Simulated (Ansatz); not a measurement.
# Bands of FeNi3

```
Fe Ni
1.0
     3.54500    0.00000    0.00000
     0.00000    3.54500    0.00000
     0.00000    0.00000    3.54500
Fe Ni
1 3
Direct
  0.00000 0.00000 0.00000
  0.00000 0.50000 0.50000
  0.50000 0.00000 0.50000
  0.50000 0.50000 0.00000
```

Atom numbers follow the list: Fe1, Ni2, Ni3, Ni4.

The cell is COD entry 9013941, as deposited and not checked against the literature; nothing was relaxed.

Other magnetic orders may lie lower; this is the state that the run reached.

The calculation used DFT, PBE, all-electron LAPW, scalar-relativistic (Ansatz 0.2.0).

Numerical set-up: a Γ-centred 10×10×10 k mesh, Fermi–Dirac smearing of 0.08 eV, basis error target 1 meV/atom, spin-polarised from start moments Fe1 3, Ni2 1.5, Ni3 1.5, Ni4 1.5 μB, ending with a cell moment of 4.81 μB.

Points in fractions of the reciprocal vectors of this cell: Γ (0, 0, 0), X (0, 0.5, 0), M (0.5, 0.5, 0), R (0.5, 0.5, 0.5). The path joins them by straight lines in the order Γ–X–M–Γ–R–X–R–M; legs that retrace an earlier one aren't tabulated. Energies are in eV from the Fermi level.

Q: Is there a gap?

A: none: bands cross the Fermi level, a metal.

Q: List the levels between -14 and 8 eV at the symmetry points.

A: 
Γ spin-up: -9.17, -5.34 (×2), -4.67, -4.59 (×3), -2.72 (×3), -1.69 (×2), -0.85 (×2), -0.83, -0.71 (×3), -0.65 (×3), 2.14 (×3)
Γ spin-down: -9.14, -4.30, -4.29 (×2), -3.58 (×3), -1.61 (×3), -0.59 (×2), 0.00, 0.30 (×3), 1.03 (×2), 1.28 (×3), 2.17 (×3)
X spin-up: -6.42, -6.30, -4.56, -3.92, -3.86, -3.64 (×2), -3.47, -3.18 (×2), -2.60, -2.08, -1.94 (×2), -1.72 (×2), -1.61, -1.57, -1.43, -1.06, -0.71, -0.65, 7.40 (×2), 7.44 (×2)
X spin-down: -6.30, -6.17, -3.45, -3.22, -2.74, -2.58 (×2), -2.53, -2.32 (×2), -1.47, -1.24, -0.96 (×2), -0.87, -0.41, -0.12 (×2), 0.30, 0.54, 0.65, 1.25, 7.77 (×2), 7.89 (×2)
M spin-up: -4.82, -4.46, -4.43 (×2), -3.64 (×2), -3.60, -3.20, -3.15, -2.97, -2.94 (×2), -2.73, -1.94, -1.83 (×2), -1.73 (×2), -1.55, -1.50, 0.70 (×2), 0.75, 0.77
M spin-down: -4.22 (×2), -4.16, -3.97, -2.59, -2.53, -2.31 (×2), -2.27 (×2), -2.11, -1.70, -1.23 (×2), -1.20, -0.81, -0.66, 0.18 (×2), 0.44, 1.39 (×2), 2.34, 2.41
R spin-up: -5.30 (×3), -4.88, -3.21 (×2), -2.71 (×3), -2.61 (×3), -0.93 (×2), -0.84 (×3), -0.82 (×3), -0.60 (×3), -0.48, 5.36 (×3), 5.76
R spin-down: -4.49 (×3), -4.37, -1.86 (×3), -1.70 (×3), -1.41 (×2), -0.60, -0.56 (×3), 0.07 (×3), 0.81 (×3), 1.16 (×2), 6.20 (×3), 6.67
